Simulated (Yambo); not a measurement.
Yambo run on KI (rock salt, space group Fm-3m, No. 225). The wavefunctions are PBEsol (pw.x of Quantum ESPRESSO, ONCV potentials, scalar-relativistic) ones on a 4×4×4 mesh (8 occupied bands); a = b = c = 4.953 Å, α = β = γ = 60.00°.

Yambo input:

```
rim_cut
gw0
dyson
el_el_corr
HF_and_locXC
ppa
em1d
RandQpts= 1000000
RandGvec= 1 Ry
EXXRLvcs= 74 Ry
VXCRLvcs= 296 Ry
Chimod= "HARTREE"
% BndsRnXp
 1 | 193 |
%
NGsBlkXp= 2 Ry
% LongDrXp
 1.0 | 1.0 | 1.0 |
%
PPAPntXp= 27.2114 eV
% GbndRnge
 1 | 193 |
%
GTermKind= "BG"
DysSolver= "n"
ExtendOut
% QPkrange
 1 | 1 | 8 | 9 |
%
```

k points by index: 1 = Γ.

Resulting energies as the program prints them:

```
#    K-point    Band    Eo [eV]    E [eV]    E-Eo [eV]    Vxc [eV]    Vnlxc [eV]    Sc|Eo [eV]    Sc|E [eV]    dSc/dw|Eo [eV]    Re(Z)    Im(Z)
#
    1    8    0.000000    -1.325084    -1.325084    -11.11416    -14.22143    1.504947    1.782189    -5.692802    0.826986    -0.001444
    1    9    3.871154    4.411442    0.540288    -6.700325    -3.059891    -3.011212    -3.100146    -4.478176    0.858685    -0.001125
```
(The two width columns are left out.) Convergence of these settings isn't established.

Spin-orbit coupling is not included.

Geometry relaxed with PBEsol.
